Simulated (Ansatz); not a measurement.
Input:

CdSiN2:
```cif
data_CdN2Si
_chemical_formula_sum 'Cd1 Si1 N2'
_space_group_name_H-M_alt 'P 1'
_space_group_IT_number 1
_cell_length_a 5.79271
_cell_length_b 5.79271
_cell_length_c 5.79271
_cell_angle_alpha 29.211
_cell_angle_beta 29.211
_cell_angle_gamma 29.211
loop_
_space_group_symop_operation_xyz
  'x, y, z'
loop_
_atom_site_label
_atom_site_type_symbol
_atom_site_fract_x
_atom_site_fract_y
_atom_site_fract_z
_atom_site_occupancy
Cd1 Cd 0.00000 0.00000 0.00000 1
Si1 Si 0.50000 0.50000 0.50000 1
N1 N 0.77444 0.77444 0.77444 1
N2 N 0.22556 0.22556 0.22556 1
```

This is the PBE-relaxed structure.

All from the program Ansatz at the PBE level (PAW), unless another level is named. Estimate the formation energy from the elements (no fitted shifts).

-0.059 eV/atom.

Give the band gap.

0.97 eV (indirect).

What about the electron effective mass?

0.13, 0.27, 0.27 mₑ (principal values).

Next, the hole effective mass with spin–orbit coupling?

0.33, 1.0, 1.5 mₑ (principal values).

Space group R-3m. The start of the workflow was typed in or built on a structure type; neither database checked (COD, Materials Project) lists it. Its standing as an ambient phase is unchecked. The cell was relaxed with PBE under the symmetry of its start; whether a distortion lowers the energy is not shown. The references are the lowest solids computed at this level, not always the standard phases (solids in place of the gases). Spin–orbit coupling is left out wherever it is not named.

Potentials: the later of the program's two PAW sets.
